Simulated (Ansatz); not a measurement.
# TiH2: moving Ti off its site

TiH2, I4/mmm, a = 3.193 Å, c = 4.267 Å (as given, not relaxed at this level: -2.8 GPa). The structure is a COD entry; whether it is the stable form wasn't checked. Ansatz: r2SCAN, PAW, 500 eV, Γ-centred 20×20×20 mesh on 3 atoms, Gaussian smearing 0.15 eV; no spin polarisation.

```
CELL_PARAMETERS angstrom
-1.59650 1.59650 2.13350
1.59650 -1.59650 2.13350
1.59650 1.59650 -2.13350
ATOMIC_POSITIONS crystal
Ti 0.00000 0.00000 0.00000
H 0.75000 0.25000 0.50000
H 0.25000 0.75000 0.50000
```

Atom 1 (Ti) moves by x along the unit vector (0.000, 0.000, 1.000), with its periodic images; all else is held. y is the free energy of the cell over the start, F the force along the path summed over the moved atoms. Symmetry makes y even in x.

| x (Å) | y (meV) | F (eV/Å) |
| --- | --- | --- |
| -0.5000 | ? | ? |
| -0.2500 | 286.1 | 2.23 |
| 0.0000 | 0.0 | 0.00 |
| 0.0625 | 18.2 | -0.58 |
| 0.1250 | 72.8 | -1.16 |
| 0.1875 | 162.7 | -1.71 |
| 0.3125 | 440.8 | -2.71 |
| 0.3750 | 624.6 | -3.16 |
| 0.4375 | 834.6 | -3.55 |

Q: Fit y = c2 x² + c4 x⁴ to the energies of the other rows, give the force constant, and predict energy and force of the missing row.

A: Least squares on the rows shown. y = 4677.9 x² − 1664.0 x⁴. The force constant is 2 c2 = 9.36 eV/Å², for the cell as given, at -2.8 GPa (for all images moving together, not for a lone atom). The force −dy/dx at the missing row is 3.85 eV/Å (computed 3.87). At x = -0.5000 the fit asked for gives 1065.5 meV. The run gave 1067.0 meV, so the fit is 1.5 meV too low, a small miss on the scale of the series.